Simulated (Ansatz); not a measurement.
A relaxed cell of SrTiTe3 is given with its symmetry left out. The cell was found from a structure generator's guess, not taken from experiment.

Level of theory: DFT PBE, scalar-relativistic, plane waves, PAW in Ansatz. Cutoff 420 eV, Γ-centred mesh, Gaussian smearing, no spin polarisation.

```
Sr Ti Te
1.0
     5.44799    0.00000    0.00000
     0.00000    5.44799    0.00000
     0.00000    0.00000    5.44799
Sr Ti Te
1 1 3
Direct
  0.50000 0.50000 0.50000
  0.00000 0.00000 0.00000
  0.00000 0.00000 0.50000
  0.00000 0.50000 0.00000
  0.50000 0.00000 0.00000
```

The zero of energy is the elements' standard structures at the same level; no fitted shifts are applied.

(1) Find its symmetry and describe it.

(2) How far does it lie from the elements in energy?

(3) Is it a metal?

Results:

(1) Pm-3m (No. 221), the cubic perovskite type. Conventional cell: a = 5.448 Å. Sr is surrounded by 12 Te at 3.85 Å; Ti is surrounded by 6 Te at 2.72 Å; around Te lie 2 Ti at 2.72 Å, 4 Sr at 3.85 Å and 8 Te at 3.85 Å.

(2) −0.80 eV/atom. Whether it is stable depends on the other phases of the system, which aren't compared here.

(3) Yes, bands cross the Fermi level on the 8×8×8 mesh.

The last run used an 8×8×8 mesh for its 5-atom cell and Gaussian smearing of 0.10 eV. These runs have no spin–orbit coupling, which can matter for Te. The reference form of Te is held partly by dispersion forces, which this level lacks. A structure relaxed within its symmetry needn't be a true minimum.
